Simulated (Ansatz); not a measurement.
Notes on KLaSb₂

```yaml
crystal:
  lattice:
    - [4.29141, 0.00000, 0.00000]
    - [-2.14571, 3.71647, 0.00000]
    - [-2.14571, 1.23882, 7.72545]
  atoms:
    - { symbol: K, position: [0.00000, 0.00000, 0.00000] }
    - { symbol: La, position: [0.50000, 0.50000, 0.50000] }
    - { symbol: Sb, position: [0.23463, 0.76537, 0.70389] }
    - { symbol: Sb, position: [0.76537, 0.23463, 0.29611] }
```

Level: r2SCAN, no spin polarisation; 500 eV; 9×9×9 Γ-centred mesh; fermi-dirac occupations (width 0.1 eV); Ansatz 0.2.0, fixed geometry.

**Contacts.** La–Sb at 2.94 Å: least valence density 0.33 e/Å³ and ELF 0.35 there. K–Sb at 3.37 Å: least valence density 0.09 e/Å³ and ELF 0.06 there. These are pseudo-fields; inside the PAW spheres they differ from the all-electron ones.
**Electronic structure.** It is a metal, with about 4.4 states/eV a cell as the mean within 0.25 eV of the Fermi level, mostly Sb p (78 %).
**Forces.** The largest is on Sb3 (and as large on other atoms): 1.74 eV/Å, components (0.00, 0.00, 1.74). It makes 122° with the line to a nearest neighbour, La2 at 2.94 Å.
**Charges.** Bader charges in e: K +0.72, La +1.22, Sb -0.97. In the mean La gives up most and Sb takes most.

Origin: a known structure type with other elements, at an estimated volume, so it need not be a known compound. Caveats: atoms or cell far from equilibrium; f levels without a U or exact exchange are poorly placed.
